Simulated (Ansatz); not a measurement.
HfO2:
```
HfO2
1.0
    3.57702     0.00000     0.00000
    0.00000     3.57702     0.00000
    0.00000     0.00000     5.20363
Hf O
2 4
Cartesian
  1.78851   1.78851   2.60181
  0.00000   0.00000   0.00000
  0.00000   1.78851   3.62207
  0.00000   1.78851   1.02026
  1.78851   0.00000   4.18337
  1.78851   0.00000   1.58156
```

x, y and z are the axes in which the lattice vectors are written.

### Question
Give the high-frequency dielectric tensor and the Born effective charge tensors of the independent atoms from DFPT, the program Ansatz at the r²SCAN level (PAW).

### Answer

ε∞:
```
4.89  0.00  0.00
0.00  4.89  0.00
0.00  0.00  4.42
```
Z* of atom 1 (Hf), rows: field, columns: displacement, in e:
```
5.51  0.00  0.00
0.00  5.51  0.00
0.00  0.00  4.78
```
Z* of atom 3 (O), rows: field, columns: displacement, in e:
```
-3.45   0.00   0.00
 0.00  -2.06   0.00
 0.00   0.00  -2.39
```

Static charges for comparison (Bader): Hf1 +2.75, O3 -1.37 e. Born charges measure polarisation by displacement and can exceed these by far.

Space group P4_2/nmc. This is a known high-temperature phase of the composition, computed here at zero pressure and temperature. Symmetry was held in the r²SCAN relaxation; whether a distortion lowers the energy is not shown. The run is not spin-polarised. Spin–orbit coupling is left out wherever it is not named.

Potentials: the earlier of the program's two PAW sets. The files were generated under PBE; for other functionals the program regenerates the frozen cores, and for LDA and PBEsol the local potential too.
